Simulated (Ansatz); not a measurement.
Values for one crystal, relaxed and computed with PBE (plane waves, PAW; program Ansatz); other levels are named.

| Quantity | Result |
|---|---|
| Volume per atom | 11.64 Å³ |
| Electronic character | metallic (no gap) |
| Pressure derivative B′ | 4.6 |
| Density of states at the Fermi level | 0.79 states/eV per atom (mean over ±0.08 eV) |
| Bulk modulus (Birch–Murnaghan fit) | 214 GPa |
| Formation energy from the elements (no fitted shifts) | 0.57 eV/atom |

Q: Which compound is it?
A. PtRhN2, R-3m (Rh on 3b, Pt on 3a, N on 6c)
B. CoPdO2, R-3m (Pd on 3a, Co on 3b, O on 6c)
C. FeGe2, R-3m (Fe on 3a, Ge on 6c)
D. AlN, CsCl type

A: A, PtRhN2, R-3m (Rh on 3b, Pt on 3a, N on 6c)

The start of the workflow was typed in or built on a structure type; neither database checked (COD, Materials Project) lists it. Whether it is the stable phase at ambient conditions was not checked. The PBE relaxation kept the symmetry of its start; whether a distortion lowers the energy is not shown. The workflow began spin-polarised and lost its moments. Its formation energy is positive at this level, so the cell may be metastable or incomplete. The references are the lowest solids computed at this level, not always the standard phases (solids in place of the gases). Scalar-relativistic: spin–orbit coupling is off unless named, which matters more the heavier the elements.

Potentials: the later of the program's two PAW sets.
